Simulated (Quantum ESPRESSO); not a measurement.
# Os2MoTi4Sc: finding a planted mistake in a log

Simulated, not a measurement. The program is pw.x of Quantum ESPRESSO 7.5 (plane-wave density functional theory). The cell is made up: eight metal atoms on a hexagonal close-packed lattice, with elements, volume, strain and displacements drawn at random and not relaxed, so it may be unstable or far from any real phase. PseudoDojo standard norm-conserving files set the functional (PBE unless stated); there is no spin polarisation or spin-orbit coupling, the Fermi-Dirac width of 0.25 eV means electrons at about 2900 K, and the masses in the input are unused placeholders. Heavy elements are run without spin-orbit coupling, which real alloys of them have. A spin test at this wide smearing found no moment, but such smearing suppresses magnetism that the real alloy may have.

Intended input:

```
&control calculation='scf', pseudo_dir='./dojo.nc.sr.pbe.v0_5.standard.upf', outdir='./o', disk_io='minimal', tprnfor=.true., tstress=.true. /
&system ibrav=0, nat=8, ntyp=4, nbnd=71, ecutwfc=84.00895049, nosym=.true., tot_charge=0,
 occupations='smearing', smearing='fd', degauss=0.0183746611
/
&electrons conv_thr=1.470e-08, electron_maxstep=70, mixing_beta=0.5 /
ATOMIC_SPECIES
Mo 1.0 Mo.upf
Os 1.0 Os.upf
Sc 1.0 Sc.upf
Ti 1.0 Ti.upf
CELL_PARAMETERS angstrom
0.0231 -0.0556 -4.5615
0.0831 4.8928 0.0606
5.6623 0.0959 -0.0291
ATOMIC_POSITIONS angstrom
Os 0.0182 0.0734 -0.0331
Mo 2.8695 0.1628 0.1577
Ti 1.3826 2.5021 0.1166
Sc 4.1843 2.6112 0.0821
Os -0.0862 1.5964 -2.2917
Ti 3.049 1.679 -2.0045
Ti 1.7542 4.1399 -2.204
Ti 4.1435 4.0533 -2.3968
K_POINTS automatic
5 5 4 1 1 1
```

The log is shortened where brackets say so; the opening notice, blank lines, dates and the lines on written files are dropped, and the path of the files is cut. It prints rydbergs, bohrs and kilobars, and counts compression as positive stress. Its total energy is the free energy E - TS of the whole cell.

Log of the intended run:

```
     Program PWSCF v.7.5
     Parallel version (MPI & OpenMP), running on       4 processor cores
     Number of MPI processes:                 4
     Threads/MPI process:                     1
     [start-up lines left out]
     bravais-lattice index     =            0
     lattice parameter (alat)  =       8.6207  a.u.
     unit-cell volume          =     852.4165 (a.u.)^3
     number of atoms/cell      =            8
     number of atomic types    =            4
     number of electrons       =       105.00
     number of Kohn-Sham states=           71
     kinetic-energy cutoff     =      84.0090  Ry
     charge density cutoff     =     336.0358  Ry
     scf convergence threshold =      1.5E-08
     mixing beta               =       0.5000
     number of iterations used =            8  plain     mixing
     Exchange-correlation= PBE
                           (   1   4   3   4   0   0   0)
     [axes and pseudopotential details left out]
   Cartesian axes
     site n.     atom                  positions (alat units)
         1        Os     tau(   1) = (   0.0039896   0.0160898  -0.0072558  )
         2        Mo     tau(   2) = (   0.6290146   0.0356869   0.0345689  )
         3        Ti     tau(   3) = (   0.3030757   0.5484779   0.0255595  )
         4        Sc     tau(   4) = (   0.9172280   0.5723934   0.0179969  )
         5        Os     tau(   5) = (  -0.0188956   0.3499421  -0.5023568  )
         6        Ti     tau(   6) = (   0.6683623   0.3680486  -0.4394005  )
         7        Ti     tau(   7) = (   0.3845330   0.9074952  -0.4831323  )
         8        Ti     tau(   8) = (   0.9082844   0.8885119  -0.5253954  )
     number of k points=    50  Fermi-Dirac smearing, width (Ry)=  0.0184
                       cart. coord. in units 2pi/alat
        k(    1) = (   0.0986186   0.0928085  -0.1006405), wk =   0.0400000
        k(    2) = (   0.3000976   0.0893734  -0.0995783), wk =   0.0400000
     [further k points left out]
     Dense  grid:    88671 G-vectors     FFT dimensions: (  54,  54,  64)
     Estimated max dynamical RAM per process >     318.28 MB
     Estimated total dynamical RAM >       1.18 GB
     Initial potential from superposition of free atoms
     starting charge     104.9891, renormalised to     105.0000
     Starting wfcs are   80 randomized atomic wfcs
     total cpu time spent up to now is        4.5 secs
     per-process dynamical memory:   242.4 Mb
     Self-consistent Calculation
     iteration #  1     ecut=    84.01 Ry     beta= 0.50
     Davidson diagonalization with overlap
     ethr =  1.00E-02,  avg # of iterations =  2.6
     total cpu time spent up to now is       14.6 secs
     total energy              =   -1115.91304932 Ry
     estimated scf accuracy    <       1.69212336 Ry
     iteration #  2     ecut=    84.01 Ry     beta= 0.50
     Davidson diagonalization with overlap
     ethr =  1.61E-03,  avg # of iterations =  6.1
     total cpu time spent up to now is       29.8 secs
     total energy              =   -1115.49903917 Ry
     estimated scf accuracy    <      18.20857767 Ry
     [iterations 3 to 20 left out]
     iteration # 21     ecut=    84.01 Ry     beta= 0.50
     Davidson diagonalization with overlap
     ethr =  2.71E-11,  avg # of iterations =  2.1
     total cpu time spent up to now is      238.6 secs
     total energy              =   -1116.89160682 Ry
     estimated scf accuracy    <       0.00000005 Ry
     iteration # 22     ecut=    84.01 Ry     beta= 0.50
     Davidson diagonalization with overlap
     ethr =  2.71E-11,  avg # of iterations =  1.1
     total cpu time spent up to now is      247.3 secs
     End of self-consistent calculation
     [lines on levels left out]
!    total energy              =   -1116.89160682 Ry
     estimated scf accuracy    <          1.4E-10 Ry
     smearing contrib. (-TS)   =      -0.15244539 Ry
     internal energy E=F+TS    =   -1116.73916144 Ry
     The total energy is F=E-TS. E is the sum of the following terms:
     one-electron contribution =    -271.85966900 Ry
     hartree contribution      =     187.09827302 Ry
     xc contribution           =    -189.81121896 Ry
     ewald contribution        =    -842.16654649 Ry
     convergence has been achieved in  22 iterations
     Forces acting on atoms (cartesian axes, Ry/au):
     atom    1 type  2   force =     0.00439942    0.01034619   -0.01795799
     atom    2 type  1   force =    -0.02701509    0.02770329   -0.04278489
     atom    3 type  4   force =    -0.05037746   -0.01082891    0.00624779
     atom    4 type  3   force =     0.05375082   -0.00869457   -0.02215573
     atom    5 type  2   force =     0.04357368   -0.02088774    0.01655717
     atom    6 type  4   force =    -0.04366039   -0.05092349   -0.02703766
     atom    7 type  4   force =    -0.13360112    0.00516923    0.02734117
     atom    8 type  4   force =     0.15293012    0.04811600    0.05979014
     Total force =     0.256256     Total SCF correction =     0.000052
     Computing stress (Cartesian axis) and pressure
          total   stress  (Ry/bohr**3)                   (kbar)     P=      108.92
   0.00054779   0.00007151  -0.00004503           80.58       10.52       -6.62
   0.00007151   0.00074244   0.00009578           10.52      109.22       14.09
  -0.00004503   0.00009578   0.00093109           -6.62       14.09      136.97
     init_run     :      4.26s CPU      4.47s WALL (       1 calls)
     electrons    :    237.45s CPU    242.81s WALL (       1 calls)
     forces       :      1.73s CPU      1.75s WALL (       1 calls)
     stress       :      5.99s CPU      6.03s WALL (       1 calls)
     [timing details left out]
     PWSCF        :   4m 9.53s CPU   4m15.19s WALL
     JOB DONE.
```

A second run was made from an input with one planted mistake. Its log:

```
     Program PWSCF v.7.5
     Parallel version (MPI & OpenMP), running on       4 processor cores
     Number of MPI processes:                 4
     Threads/MPI process:                     1
     [start-up lines left out]
     bravais-lattice index     =            0
     lattice parameter (alat)  =       8.6207  a.u.
     unit-cell volume          =     852.4165 (a.u.)^3
     number of atoms/cell      =            8
     number of atomic types    =            4
     number of electrons       =       105.00
     number of Kohn-Sham states=           71
     kinetic-energy cutoff     =      84.0090  Ry
     charge density cutoff     =     336.0358  Ry
     scf convergence threshold =      1.5E-08
     mixing beta               =       0.5000
     number of iterations used =            8  plain     mixing
     Exchange-correlation= PBE
                           (   1   4   3   4   0   0   0)
     [axes and pseudopotential details left out]
   Cartesian axes
     site n.     atom                  positions (alat units)
         1        Ti     tau(   1) = (   0.0039896   0.0160898  -0.0072558  )
         2        Mo     tau(   2) = (   0.6290146   0.0356869   0.0345689  )
         3        Os     tau(   3) = (   0.3030757   0.5484779   0.0255595  )
         4        Sc     tau(   4) = (   0.9172280   0.5723934   0.0179969  )
         5        Os     tau(   5) = (  -0.0188956   0.3499421  -0.5023568  )
         6        Ti     tau(   6) = (   0.6683623   0.3680486  -0.4394005  )
         7        Ti     tau(   7) = (   0.3845330   0.9074952  -0.4831323  )
         8        Ti     tau(   8) = (   0.9082844   0.8885119  -0.5253954  )
     number of k points=    50  Fermi-Dirac smearing, width (Ry)=  0.0184
                       cart. coord. in units 2pi/alat
        k(    1) = (   0.0986186   0.0928085  -0.1006405), wk =   0.0400000
        k(    2) = (   0.3000976   0.0893734  -0.0995783), wk =   0.0400000
     [further k points left out]
     Dense  grid:    88671 G-vectors     FFT dimensions: (  54,  54,  64)
     Estimated max dynamical RAM per process >     318.28 MB
     Estimated total dynamical RAM >       1.18 GB
     Initial potential from superposition of free atoms
     starting charge     104.9891, renormalised to     105.0000
     Starting wfcs are   80 randomized atomic wfcs
     total cpu time spent up to now is        4.5 secs
     per-process dynamical memory:   248.9 Mb
     Self-consistent Calculation
     iteration #  1     ecut=    84.01 Ry     beta= 0.50
     Davidson diagonalization with overlap
     ethr =  1.00E-02,  avg # of iterations =  2.4
     total cpu time spent up to now is       14.5 secs
     total energy              =   -1115.86827510 Ry
     estimated scf accuracy    <       1.77477709 Ry
     iteration #  2     ecut=    84.01 Ry     beta= 0.50
     Davidson diagonalization with overlap
     ethr =  1.69E-03,  avg # of iterations =  6.1
     total cpu time spent up to now is       29.6 secs
     total energy              =   -1115.21013061 Ry
     estimated scf accuracy    <      21.87036761 Ry
     [iterations 3 to 18 left out]
     iteration # 19     ecut=    84.01 Ry     beta= 0.50
     Davidson diagonalization with overlap
     ethr =  1.77E-10,  avg # of iterations =  2.0
     total cpu time spent up to now is      207.7 secs
     total energy              =   -1116.90351048 Ry
     estimated scf accuracy    <       0.00000010 Ry
     iteration # 20     ecut=    84.01 Ry     beta= 0.50
     Davidson diagonalization with overlap
     ethr =  9.35E-11,  avg # of iterations =  1.7
     total cpu time spent up to now is      216.6 secs
     End of self-consistent calculation
     [lines on levels left out]
!    total energy              =   -1116.90351047 Ry
     estimated scf accuracy    <       0.00000001 Ry
     smearing contrib. (-TS)   =      -0.14942767 Ry
     internal energy E=F+TS    =   -1116.75408281 Ry
     The total energy is F=E-TS. E is the sum of the following terms:
     one-electron contribution =    -271.59463797 Ry
     hartree contribution      =     187.02494235 Ry
     xc contribution           =    -189.82424192 Ry
     ewald contribution        =    -842.36014526 Ry
     convergence has been achieved in  20 iterations
     Forces acting on atoms (cartesian axes, Ry/au):
     atom    1 type  4   force =     0.01934254    0.01194401   -0.02283238
     atom    2 type  1   force =    -0.05021427    0.00854658   -0.03727114
     atom    3 type  2   force =    -0.00606781    0.02211561    0.00096981
     atom    4 type  3   force =     0.02988201   -0.00281887   -0.02046822
     atom    5 type  2   force =     0.04430196   -0.01213215    0.02328200
     atom    6 type  4   force =    -0.06294630   -0.04265692   -0.02411956
     atom    7 type  4   force =    -0.10022893   -0.03891966    0.02060029
     atom    8 type  4   force =     0.12593080    0.05392140    0.05983920
     Total force =     0.224089     Total SCF correction =     0.000131
     Computing stress (Cartesian axis) and pressure
          total   stress  (Ry/bohr**3)                   (kbar)     P=      106.04
   0.00041572   0.00014193  -0.00005677           61.16       20.88       -8.35
   0.00014193   0.00083446   0.00006284           20.88      122.75        9.24
  -0.00005677   0.00006284   0.00091231           -8.35        9.24      134.21
     init_run     :      4.27s CPU      4.44s WALL (       1 calls)
     electrons    :    207.15s CPU    212.02s WALL (       1 calls)
     forces       :      1.85s CPU      1.86s WALL (       1 calls)
     stress       :      6.44s CPU      6.44s WALL (       1 calls)
     [timing details left out]
     PWSCF        :   3m39.81s CPU   3m44.94s WALL
     JOB DONE.
```

Question: the log repeats what the program read. Compare it with the intended run: what was wrong in the second input?

Answer: two atoms have their elements exchanged. The input lines that differ:

```
- Os 0.0182 0.0734 -0.0331
+ Ti 0.0182 0.0734 -0.0331
- Ti 1.3826 2.5021 0.1166
+ Os 1.3826 2.5021 0.1166
```

|  | intended run | run with the mistake |
| --- | --- | --- |
| free energy (eV) | -15196.084 | -15196.246 |
| entropy term -TS, part of it (eV) | -2.074 | -2.033 |
| pressure (GPa) | 10.89 | 10.60 |
| size of the largest force component (eV/Å) | 3.932 | 3.238 |
| largest change of a force component (eV/Å) |  | 1.139 |
| iterations | 22 | 20 |

For scale, a rerun of the intended cell at a higher cutoff and on a denser mesh moved values by no more than 0.003 eV in energy, 0.06 GPa in stress and 0.006 eV/Å in force, and a second program with other atomic files agreed on that cell to 2 % rms in force and 0.5 GPa in pressure.